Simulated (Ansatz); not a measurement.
MgPd:
```cif
data_MgPd
_chemical_formula_sum 'Mg1 Pd1'
_space_group_name_H-M_alt 'Pm-3m'
_space_group_IT_number 221
_space_group_name_Hall '-P 4 2 3'
_cell_length_a 3.15673
_cell_length_b 3.15673
_cell_length_c 3.15673
_cell_angle_alpha 90.000
_cell_angle_beta 90.000
_cell_angle_gamma 90.000
loop_
_atom_site_label
_atom_site_type_symbol
_atom_site_symmetry_multiplicity
_atom_site_Wyckoff_symbol
_atom_site_fract_x
_atom_site_fract_y
_atom_site_fract_z
_atom_site_occupancy
Mg1 Mg 1 a 0.00000 0.00000 0.00000 1
Pd1 Pd 1 b 0.50000 0.50000 0.50000 1
```

This is the r²SCAN-relaxed structure.

Q: All from the program Ansatz at the r²SCAN level (PAW), unless another level is named. Predict the formation energy from the elements (no fitted shifts).

A: -0.72 eV/atom.

Q: What about the density of states at the Fermi level?

A: 0.42 states/eV per atom (mean over ±0.08 eV).

The workflow started from a Materials Project entry (that database holds measured and hypothetical structures alike); the Crystallography Open Database files this formula in space group No. 221, but the cells were not matched. Its standing as an ambient phase is unchecked. The cell was relaxed with r²SCAN under the symmetry of its start; its stability against distortions is not shown here. The run is not spin-polarised. The references are the lowest solids computed at this level, not always the standard phases. Spin–orbit coupling is left out wherever it is not named.

Potentials: the later of the program's two PAW sets.
